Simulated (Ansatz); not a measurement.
Consider the following.

PbSe (rock salt)

```
PbSe
1.0
    0.00000     3.10888     3.10888
    3.10888     0.00000     3.10888
    3.10888     3.10888     0.00000
Se Pb
1 1
Direct
  0.00000   0.00000   0.00000
  0.50000   0.50000   0.50000
```

The volume is varied about the relaxed value V₀ at fixed cell shape. Symmetry pins the atoms to their sites.

Method: PBE (plane waves to 420 eV, PAW, scalar-relativistic; Ansatz, a program for electronic structure). k mesh 9×9×9 (Γ-centred), Fermi-Dirac smearing 0.05 eV. The energy includes the smearing's −TS. Compression counts positive. PbSe was relaxed with its symmetry unable to fall. Spin-orbit coupling is left out, though Pb is heavy. ΔE is measured from the relaxed starting cell.

The scan covers V/V₀ from 0.900 to 1.100 in 11 points.

Problem. What is the fitted pressure derivative B₀′?

Solution. 4.4.

Problem. What bulk modulus B₀ follows from a third-order Birch-Murnaghan fit?

Solution. 46.5 GPa.

(A scan under strain: stresses follow from slopes of the energy per volume, elastic moduli from its curvatures.)
